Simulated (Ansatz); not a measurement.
This cell of BP (zinc blende) is off equilibrium:

```
BP
1.0
    0.00000     2.27424     2.27424
    2.27424     0.00000     2.27424
    2.27424     2.27424     0.00000
P B
1 1
Direct
  0.80145   0.69855   0.69855
  0.00000   0.00000   0.00000
```

All values below come from PBE (plane waves to 420 eV, PAW, scalar-relativistic; Ansatz, an electronic-structure program). k mesh 10×10×10 (Γ-centred), Fermi-Dirac smearing 0.05 eV. E stands for the smeared free energy. Stress and pressure are positive under compression. As the smearing reaches across the gap at some points, energies and forces of such displacements shift with the k mesh and the smearing. BP was relaxed with its symmetry unable to fall.

Question: Predict the force on every atom, in eV/Å.

Answer: 
| atom | Fx | Fy | Fz |
|---|---|---|---|
| P1 | 4.039 | 0.000 | 0.000 |
| B2 | -4.039 | 0.000 | 0.000 |

Question: What is the stress tensor (GPa)?

Answer: 
```
    0.5      0.0      0.0
    0.0      6.6    -12.5
    0.0    -12.5      6.6
```
The pressure, a third of the trace, is 4.5 GPa.

Question: In it atom 1 sits (-0.234, 0.000, 0.000) Å away from its relaxed site. What is its energy relative to the relaxed cell?

Answer: 494 meV/cell.

(For displaced atoms, the force is minus the slope of the energy, and its curvature is a force constant, which sets phonon frequencies.)
